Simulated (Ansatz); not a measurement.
SrSi2:
```
CELL_PARAMETERS angstrom
     -2.19457     2.19457     6.86371
      2.19457    -2.19457     6.86371
      2.19457     2.19457    -6.86371
ATOMIC_POSITIONS crystal
  Sr 0.75000 0.25000 0.50000
  Sr 0.00000 0.00000 0.00000
  Si 0.41543 0.41543 0.00000
  Si 0.16543 0.66543 0.50000
  Si 0.33457 0.83457 0.50000
  Si 0.58457 0.58457 0.00000
```

Relaxed with PBEsol. Special points in fractions of this cell's reciprocal vectors: Γ (0.000, 0.000, 0.000); X (0.000, 0.000, 0.500); P (0.250, 0.250, 0.250); N (0.000, 0.500, 0.000); M (0.500, 0.500, -0.500); S (0.276, 0.724, -0.276); S0 (-0.276, 0.276, 0.276); R (-0.051, 0.051, 0.500); G (0.500, 0.500, -0.051).

Question: List the band energies nearest the Fermi level at these points for PBEsol in the plane-wave PAW code Ansatz.

Answer: In eV from the Fermi level; about four levels below and three above (degenerate sets whole), none deeper than 8.9 eV; points with the same levels are listed once.

```csv
k,below,above
Γ,-1.99 -1.79 -1.79 -0.61,0.52 1.22 1.89
X,-2.22 -2.22 -1.73 -1.73,1.73 1.73 3.35 3.35
P,-2.36 -2.36 -1.54 -1.54,1.42 1.42 4.32 4.32
N,-1.17 -0.55 -0.49 -0.12,0.58 2.21 2.83
M,-1.64 -1.64 -1.46 -1.46,1.04 1.04 2.15 2.15
S,-1.43 -0.99 -0.46 -0.41,1.61 2.48 2.89
R,-2.23 -2.23 -1.68 -1.68,1.70 1.70 3.43 3.43
```

Space group I4_1/amd. The workflow started from an entry of the Crystallography Open Database (COD), which files this formula under 3 space groups. Whether it is the stable phase at ambient conditions was not checked. The PBEsol relaxation kept the symmetry of its start; whether a distortion lowers the energy is not shown. Scalar-relativistic: spin–orbit coupling is off unless named, which matters more the heavier the elements.

Potentials: the later of the program's two PAW sets.
